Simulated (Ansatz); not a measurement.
Na$_{3}$YH: reading a single point

```
Na H Y
1.0
     4.49243    0.00000    0.00000
     0.00000    4.49243    0.00000
     0.00000    0.00000    4.49243
Na H Y
3 1 1
Direct
  0.50000 0.00000 0.50000
  0.00000 0.50000 0.50000
  0.50000 0.50000 0.00000
  0.50000 0.50000 0.50000
  0.00000 0.00000 0.00000
```

The numbers come from plane-wave PAW DFT (Ansatz): r2SCAN, no spin polarisation, 500 eV, 8×8×8 Γ-centred k points, fermi-dirac occupations (width 0.1 eV). Nothing was relaxed.

Task: Give the Bader charges.

Result: Bader charges in e: Na +0.65, Y -1.11, H -0.85. In the mean Na gives up most and Y takes most.

Task: What does the stress say?

Result: The pressure is 13.0 GPa (compression positive), so with the atoms held at these fractions the cell would first expand.

Task: Is there a gap?

Result: It is a metal, with about 3.8 states/eV a cell as the mean within 0.25 eV of the Fermi level, mostly Y d (56 %) and Na s (27 %).

Task: Describe some of the short contacts.

Result: Na–H at 2.25 Å: least valence density 0.11 e/Å³ and ELF 0.05 there. Y–Na at 3.18 Å: least valence density 0.07 e/Å³ and ELF 0.07 there. These are pseudo-fields; inside the PAW spheres they differ from the all-electron ones.

Origin: a known structure type with other elements, at an estimated volume, so it need not be a known compound.
